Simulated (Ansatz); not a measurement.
According to DFT-r²SCAN+D4 in the program Ansatz with PAW potentials, Ge2Sb2TeSe4 in the trigonal phase (P-3m1; Pearson symbol hP9) relaxes to a = 3.996 Å, c = 17.156 Å. Te has 6 nearest neighbours from 3.13 Å (octahedral). Its formation energy from the elements is -0.15 eV/atom, with no fitted shifts.

Electronic character: metallic (no gap). Gap from r²SCAN+D4 with spin–orbit coupling: none (metallic).

Bader charges are Ge +0.66, Sb +0.79, Te -0.50, Se -0.61 to -0.59 e.

The start of the workflow was typed in or built on a structure type; neither database checked (COD, Materials Project) lists it. Its standing as an ambient phase is unchecked. Symmetry was held in the r²SCAN+D4 relaxation; whether a distortion lowers the energy is not shown. The references are the lowest solids computed at this level, not always the standard phases. Spin–orbit coupling is left out wherever it is not named.

Potentials: the earlier of the program's two PAW sets.
